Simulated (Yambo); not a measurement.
Yambo run on Si (diamond, space group Fd-3m, No. 227). The wavefunctions are PBE (pw.x of Quantum ESPRESSO, ONCV potentials, scalar-relativistic) ones on a 4×4×4 mesh (4 occupied bands); a = b = c = 3.849 Å, α = β = γ = 60.00°.

Yambo input:

```
gw0
dyson
el_el_corr
HF_and_locXC
ppa
em1d
EXXRLvcs= 36 Ry
VXCRLvcs= 144 Ry
Chimod= "HARTREE"
% BndsRnXp
 1 | 148 |
%
NGsBlkXp= 14 Ry
% LongDrXp
 1.0 | 1.0 | 1.0 |
%
PPAPntXp= 27.2114 eV
% GbndRnge
 1 | 148 |
%
GTermKind= "BG"
DysSolver= "n"
ExtendOut
% QPkrange
 1 | 1 | 4 | 5 |
 7 | 7 | 5 | 5 |
%
```

k points by index: 1 = Γ, 7 = X.

Table of the .qp output:

```
#    K-point    Band    Eo [eV]    E [eV]    E-Eo [eV]    Vxc [eV]    Vnlxc [eV]    Sc|Eo [eV]    Sc|E [eV]    dSc/dw|Eo [eV]    Re(Z)    Im(Z)
#
    1    4    0.000000    -0.540206    -0.540206    -11.31682    -12.59480    0.583605    0.737766    -7.764338    0.778005    -0.001597
    1    5    2.552714    2.678100    0.125386    -10.00466    -5.630310    -4.213236    -4.248962    -7.745492    0.778425    -0.001457
    7    5    0.722751    0.768395    0.045644    -8.933218    -5.057169    -3.818574    -3.830405    -7.035006    0.794574    -0.001500
```
(The two width columns are left out.) Convergence of these settings isn't established.

Geometry of the Materials Project entry, not relaxed at this level.
